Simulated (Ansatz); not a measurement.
BaZrS$_{3}$:
```
CELL_PARAMETERS angstrom
      7.02551     0.00000     0.00000
      0.00000     9.83529     0.00000
      0.00000     0.00000     6.85370
ATOMIC_POSITIONS crystal
  Ba 0.44317 0.25000 0.98704
  Ba 0.94317 0.25000 0.51296
  Ba 0.55683 0.75000 0.01296
  Ba 0.05683 0.75000 0.48704
  Zr 0.00000 0.00000 0.00000
  Zr 0.50000 0.50000 0.50000
  Zr 0.00000 0.50000 0.00000
  Zr 0.50000 0.00000 0.50000
  S  0.00528 0.25000 0.06656
  S  0.50528 0.25000 0.43344
  S  0.99472 0.75000 0.93344
  S  0.49472 0.75000 0.56656
  S  0.29371 0.53487 0.20545
  S  0.79371 0.96513 0.29455
  S  0.70629 0.03487 0.79455
  S  0.20629 0.46513 0.70545
  S  0.70629 0.46513 0.79455
  S  0.20629 0.03487 0.70545
  S  0.29371 0.96513 0.20545
  S  0.79371 0.53487 0.29455
```

Relaxed with LDA. Special points in fractions of this cell's reciprocal vectors: Γ (0.000, 0.000, 0.000); X (0.500, 0.000, 0.000); S (0.500, 0.500, 0.000); Y (0.000, 0.500, 0.000); Z (0.000, 0.000, 0.500); U (0.500, 0.000, 0.500); R (0.500, 0.500, 0.500); T (0.000, 0.500, 0.500).

**Question.** List the band energies nearest the valence-band maximum at these points for the program Ansatz at the LDA level (PAW).

**Answer.** In eV from the valence-band maximum; about four levels below and three above (degenerate sets whole), none deeper than 8.9 eV; points with the same levels are listed once.

```json
[
 {"k": "Γ", "below": "-0.24 -0.02 0.00 0.00", "above": "0.85 0.97 1.05"},
 {"k": "X", "below": "-0.62 -0.62 -0.62 -0.62 -0.24 -0.24", "above": "1.97 1.97 2.11 2.11"},
 {"k": "S", "below": "-0.37 -0.37 -0.37 -0.37", "above": "2.35 2.35 2.35 2.35"},
 {"k": "Y", "below": "-0.30 -0.30 -0.26 -0.26", "above": "1.08 1.08 1.98 1.98"},
 {"k": "Z", "below": "-0.55 -0.55 -0.35 -0.35", "above": "2.03 2.03 2.12 2.12"},
 {"k": "U", "below": "-0.38 -0.38 -0.13 -0.13", "above": "0.97 0.97 2.46 2.46"},
 {"k": "R", "below": "-0.43 -0.43 -0.43 -0.43", "above": "2.12 2.12 2.12 2.12"},
 {"k": "T", "below": "-0.46 -0.46 -0.34 -0.34", "above": "2.25 2.25 2.28 2.28"}
]
```

Space group Pnma. The cell was relaxed with LDA under the symmetry of its start; of distortions, only those at the zone centre were tested. The run is not spin-polarised. Scalar-relativistic: spin–orbit coupling is off unless named, which matters more the heavier the elements.

Potentials: the later of the program's two PAW sets.
